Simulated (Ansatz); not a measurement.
Here is an unrelaxed guess for Li₂P.

```cif
data_structure
_symmetry_space_group_name_H-M 'P-6m2'
_symmetry_Int_Tables_number 187
_cell_length_a 3.5250
_cell_length_b 3.5250
_cell_length_c 10.0789
_cell_angle_alpha 90.000
_cell_angle_beta 90.000
_cell_angle_gamma 120.000
_cell_volume 108.46
loop_
_atom_site_label
_atom_site_type_symbol
_atom_site_symmetry_multiplicity
_atom_site_Wyckoff_symbol
_atom_site_fract_x
_atom_site_fract_y
_atom_site_fract_z
_atom_site_occupancy
Li1 Li 1 a 0.00000 0.00000 0.00000 1
Li2 Li 2 h 0.33333 0.66667 0.28812 1
Li3 Li 1 f 0.66667 0.33333 0.50000 1
P1 P 2 i 0.66667 0.33333 0.14406 1
```

Method: DFT PBE, scalar-relativistic, plane waves, PAW in Ansatz. Plane waves to 420 eV, a k mesh through Γ of 6×6×2 on the computed 6-atom cell and Gaussian smearing (0.10 eV); no spin polarisation.

The zero of energy is the elements' standard structures at the same level; no fitted shifts are applied. The references include black phosphorus.

**Question.** What does a single point on this coarse mesh give?

**Answer.** The pressure is -1.2 GPa (the mean over three directions, positive in compression), the largest force is 0.51 eV/Å, and the energy is −0.02 eV/atom against the elements. The shortest distance is 2.50 Å.

**Question.** Is it a good guess?

**Answer.** A rough one: relaxing gains about 0.41 eV/atom (the start's value is from the coarse mesh, so the gain is rough) in 24 ionic steps and ends at −0.43 eV/atom on the finer mesh. The symmetry stays P-6m2 (No. 187). The volume per atom grows by 2.3 %, from 18.1 to 18.5 Å³. The shortest distance goes from 2.50 Å (Li–P) to 2.26 Å (P–P). The ratio c/a of the conventional cell changes by a factor of 0.56. Conventional cell: a = 4.309 Å, c = 6.900 Å. Li on a site of symmetry -6m2 is surrounded by 6 P at 2.73 Å and 6 Li at 2.92 Å; Li on a site of symmetry 3m has 3 P at 2.52 Å and 4 Li at 2.92–3.04 Å; P is surrounded by 1 P at 2.26 Å, 1 Li at 2.32 Å, 3 Li at 2.52 Å and 3 Li at 2.73 Å; 1 more site not described.

The last run used a 12×12×6 mesh (in the run's order of axes) for its 6-atom cell and Gaussian smearing of 0.10 eV. The reference form of P is held partly by dispersion forces, which this level lacks. The relaxation can't lower the symmetry of the start, and the grade says only how near the guess is to its own end. A structure relaxed within its symmetry needn't be a true minimum.
